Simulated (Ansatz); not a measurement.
## TlAgTe₂, first-principles data

TlAgTe₂:
```cif
data_AgTe2Tl
_chemical_formula_sum 'Ag1 Tl1 Te2'
_space_group_name_H-M_alt 'P 1'
_space_group_IT_number 1
_cell_length_a 9.65731
_cell_length_b 9.65731
_cell_length_c 9.65731
_cell_angle_alpha 159.715
_cell_angle_beta 159.715
_cell_angle_gamma 28.841
loop_
_space_group_symop_operation_xyz
  'x, y, z'
loop_
_atom_site_label
_atom_site_type_symbol
_atom_site_fract_x
_atom_site_fract_y
_atom_site_fract_z
_atom_site_occupancy
Ag1 Ag 0.75000 0.25000 0.50000 1
Tl1 Tl 0.00000 0.00000 0.00000 1
Te1 Te 0.36520 0.36520 0.00000 1
Te2 Te 0.63480 0.63480 0.00000 1
```

Space group I-4m2 (No. 119); conventional cell a = 3.401 Å, b = 3.401 Å, c = 18.706 Å, α = 90.00°, β = 90.00°, γ = 90.00°.

Method: LDA in the plane-wave PAW code Ansatz. Structure relaxed to zero pressure with the same functional. Other levels are named where they apply.

### Cell and energy

Volume per atom: 27.05 Å³
Density: 8.71 g/cm³
Formation energy from the elements (no fitted shifts): 16 meV/atom

### Electronic structure

- Electronic character: metallic (no gap)
- Density of states at the Fermi level: 0.38 states/eV per atom (mean over ±0.08 eV)

The workflow started from an entry of the Crystallography Open Database (COD). Its standing as an ambient phase is unchecked. Symmetry was held in the LDA relaxation; whether a distortion lowers the energy is not shown. No spin polarisation was allowed. The references are the lowest solids computed at this level, not always the standard phases. Scalar-relativistic: spin–orbit coupling is off unless named, which matters more the heavier the elements.

Potentials: the later of the program's two PAW sets.
